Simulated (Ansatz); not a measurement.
According to PBE in the plane-wave PAW code Ansatz, Sn in the β-Sn type structure (I4_1/amd) relaxes to a = 5.925 Å, c = 3.237 Å.

Electronic character: metallic (no gap).

The PBE relaxation kept the symmetry of its start. Axis ratios of metals converge slowly with the k-mesh, so a and c are less sure than the volume. Scalar-relativistic: spin–orbit coupling is off unless named, which matters more the heavier the elements.

Potentials: the later of the program's two PAW sets.
